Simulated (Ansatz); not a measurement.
Be$_{2}$Fe in space group P6_3/mmc (No. 194; Be on 6h, Be on 2a, Fe on 4f) at seven volumes, DFT-r²SCAN in the program Ansatz with PAW potentials, shape and atoms relaxed at each. One row is withheld.

| V (Å³/atom) | P (GPa) |
|---|---|
| 7.839 | 17.75 |
| 8.098 | 10.92 |
| 8.356 | 5.06 |
| 8.615 | 0.00 |
| 8.873 | ? |
| 9.132 | -7.99 |
| 9.390 | -11.13 |

Problem. Fit the shown pressures and predict the withheld one.

Solution. Third-order Birch–Murnaghan: P = (3/2)B₀(x^(7/2) − x^(5/2))[1 + (3/4)(B′ − 4)(x − 1)] with x = (V₀/V)^(2/3). Least squares on the six rows gives V₀ = 8.616 Å³/atom, B₀ = 154.6 GPa, B′ = 4.12. At V = 8.873, x = 0.9806 and P = -4.28 GPa. The run itself gave -4.33 GPa.

The workflow started from an entry of the Crystallography Open Database (COD). Its standing as an ambient phase is unchecked. Symmetry was held in the r²SCAN relaxation; its stability against distortions is not shown here. Spin order of the final state: ferromagnetic, chosen from 2 collinear starts compared on coarse meshes (ties went to the first, and starts can fall back to one state), not a proven ground state. Other orbital occupations within this spin state were not tried.

Potentials: the later of the program's two PAW sets.
